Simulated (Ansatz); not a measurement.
Ta$_{2}$SiN in space group P6_3/mmc (No. 194; Si on 2d, Ta on 4f, N on 2a), PBEsol (plane waves, PAW; program Ansatz), all energies at zero smearing, with the estimated change up to a 700 eV cutoff added, with one set of potentials and settings (totals compare only within such a set). Cell of 8 atoms (2 Si, 4 Ta, 2 N): -41235.274 eV.

| element | reference phase | E (eV/atom) |
|---|---|---|
| Si | Fd-3m, 2 atoms in the cell | -621.4938 |
| Ta | Im-3m, 1 atoms in the cell | -9807.4091 |
| N | Pa-3, 8 atoms in the cell | -378.4910 |

Formation energy per atom, worked out: (-41235.274 − 2×(-621.4938) − 4×(-9807.4091) − 2×(-378.4910))/8 = -0.709 eV/atom (-68 kJ per mol of atoms), at 0 K, without zero-point energy or fitted corrections.

The start of the workflow was typed in or built on a structure type; neither database checked (COD, Materials Project) lists it. Its standing as an ambient phase is unchecked. Symmetry was held in the PBEsol relaxation; its stability against distortions is not shown here. No spin polarisation was allowed. The references are the lowest solids computed at this level, not always the standard phases (solids in place of the gases). Spin–orbit coupling is left out wherever it is not named.

Potentials: the earlier of the program's two PAW sets. The files were generated under PBE; for other functionals the program regenerates the frozen cores, and for LDA and PBEsol the local potential too.
